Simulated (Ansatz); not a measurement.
The elements of this relaxed trial crystal are hidden behind letters.

```
lattice vectors (Å)
   3.7579    2.1696    3.5496
  -3.7579    2.1696    3.5496
   0.0000   -4.3392    3.5496
fractional positions
X 0.0000 0.0000 0.0000
Z 0.6285 0.6285 0.6285
Z 0.3715 0.3715 0.3715
Q 0.0000 0.5000 0.0000
Q 0.5000 0.0000 0.0000
Q 0.0000 0.0000 0.5000
```

All numbers below come from DFT PBE, scalar-relativistic, plane waves, PAW in Ansatz 0.2.0. The final run on the 6-atom cell used 420 eV, a Γ-centred 6×6×6 mesh, 0.10 eV smearing and no spin polarisation.

* Space group: R-3m (No. 166)
* Conventional cell: a = 7.516 Å, c = 10.649 Å
* Volume per atom: 28.94 Å³
* Density: 6.44 g/cm³
* Formation energy: +0.05 eV/atom
* Gap on the 6×6×6 mesh of the 6-atom cell: 0 eV (a metal)

Energies are uncorrected and count from the elements' standard states at the same level.

Question: X is a d-block element of period 4, Z is a d-block element of period 5 and Q is a p-block element of period 5. Which elements are they?

Answer: X = Zn, Z = Cd, Q = Te, so the formula is ZnCd2Te3. Density times volume gives a mean mass of 6.44 × 28.94/1.6605 = 112.2 u per atom, and this set has 112.2 u. Among the elements that the hints allow, noble gases aside, only these give it. Zn has 6 Te at 2.80 Å; Cd has 1 Cd at 2.74 Å and 3 Te at 3.08 Å; Te is surrounded by 2 Zn at 2.80 Å and 2 Cd at 3.08 Å.

These runs have no spin–orbit coupling, which can matter for Te. A structure relaxed within its symmetry needn't be a true minimum.
